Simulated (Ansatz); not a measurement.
## TiAl3, one cell by several methods

```
CELL_PARAMETERS angstrom
-1.91111 1.91111 4.28067
1.91111 -1.91111 4.28067
1.91111 1.91111 -4.28067
ATOMIC_POSITIONS crystal
Ti 0.00000 0.00000 0.00000
Al 0.50000 0.50000 0.00000
Al 0.75000 0.25000 0.50000
Al 0.25000 0.75000 0.50000
```

Atoms are numbered in the order listed.

Structure from Materials Project entry mp-542915 (possibly hypothetical), not relaxed further.

Spin polarisation is left out, and whether a magnetic state lies lower isn't shown here.

All numbers are computed: DFT, PBE, PAW with Ansatz's default frozen-core files, scalar-relativistic (Ansatz 0.2.0); DFT, PBE, all-electron PAW with datasets made for the crystal, scalar-relativistic (Ansatz 0.2.0); DFT, PBE, all-electron LAPW, scalar-relativistic (Ansatz 0.2.0).

For PAW: a Γ-centred 15×15×15 k mesh, Fermi–Dirac smearing of 0.05 eV, cutoff 420 eV, no spin polarisation. The crystal-made all-electron datasets (AE datasets) take a cutoff of 220 eV at this cell. LAPW targets a basis error of 0.5 meV/atom. The Ansatz runs share mesh, smearing and spin set-up. Plane-wave (PAW) pressures include the program's estimate of the Pulay term.

Stress and pressure are positive in compression.

In a metal, gradients converge slowly with the k mesh: the values move by tens of per cent from one mesh to another, at times in sign, so only the comparison on one mesh counts.

Levels count from the Fermi level.

```tsv
quantity	PAW	AE datasets	LAPW
pressure (GPa)	2.10	2.05	2.05
stress xx (GPa)	2.08	2.03	2.03
stress zz (GPa)	2.14	2.10	2.10
highest filled level at X (eV)	-0.993	-0.994	-0.994
lowest empty level at X (eV)	1.782	1.784	1.784
highest filled level at M (eV)	-0.238	-0.236	-0.236
lowest empty level at M (eV)	0.709	0.711	0.711
highest filled level at S (eV)	-0.619	-0.620	-0.620
lowest empty level at S (eV)	0.571	0.572	0.572
field gradient Vzz at Ti1 (10²¹ V/m²)	-2.71	-2.67	–
field gradient Vzz at Al2 (10²¹ V/m²)	3.23	3.26	–
field gradient Vzz at Al3 (10²¹ V/m²)	-1.00	-1.02	–
```

PAW's pressure differs from the LAPW value by +0.05 GPa.
